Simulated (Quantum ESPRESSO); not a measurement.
# Moving one atom in Au3MoTa3V

Calculated results; nothing here was measured. They come from Quantum ESPRESSO 7.5, a public plane-wave density functional program. Each row is one single-point run on a made-up periodic cell of eight metal atoms, with elements, volume, strain and displacements drawn at random and not relaxed, so a cell may be unstable or far from any real phase. There is no spin polarisation or spin-orbit coupling.

Settings: PBE unless stated; PseudoDojo standard norm-conserving files; Fermi-Dirac width 0.25 eV, which means electrons at about 2900 K; cutoff 1143 eV; 5 x 5 x 5 k mesh shifted half a step off Gamma. E is the free energy of the whole cell (internal energy minus TS), so a -TS column is already part of it. Stress is positive in tension, and the pressure P is minus a third of its trace.

Checks: one run of this series was repeated at a higher cutoff and on a denser mesh, which moved values by no more than 0.002 eV, 0.04 GPa and 0.005 eV/Å, and a second program with other atomic files agreed on it to 2 % rms in force and 0.5 GPa in pressure. Known limits: heavy elements are run without spin-orbit coupling, which real alloys of them have; a spin test at this wide smearing found no moment, but such smearing suppresses magnetism that the real alloy may have.

The lattice is hexagonal close-packed, and the cell vectors in Å are (0.052, 0.023, 4.847); (5.683, -0.015, 0.062); (-2.854, 4.881, -0.007), a volume of 134.22 Å³. The elements on sites 1 to 8 are Au Mo Au Ta Ta Ta V Au. The runs move the Ta atom on site 4 by u along y from its drawn, already displaced place and keep all else fixed. Forces are on that atom, and E is counted from run 5.

```
run,u (Å),Fx (eV/Å),Fy (eV/Å),Fz (eV/Å),P (GPa),E (meV)
1,-0.0726,-0.582,2.083,0.045,7.90,92.1
2,-0.0544,-0.557,1.878,0.044,7.73,56.1
3,-0.0407,-0.541,1.726,0.043,7.63,31.4
4,-0.0312,?,?,?,?,?
5,-0.0213,-0.519,1.511,0.043,7.49,0.0
6,0.0376,-0.471,0.864,0.041,7.19,-70.0
7,0.0651,-0.457,0.558,0.041,7.11,-89.5
```

## Worked fit

A parabola through the runs shown gives Fy = 1.276 - 11.05 u + 0.7 u² eV/Å, with an error of 0.02 on the linear term and a scatter of 0.002 eV/Å. Minus its integral from run 1 to run 7 is -182 meV, and the table's energies differ by -182 meV.

## Withheld run

Question: what Fy should run 4 give?

The fit gives 1.621 ± 0.002 eV/Å. The calculation gave 1.620 eV/Å.
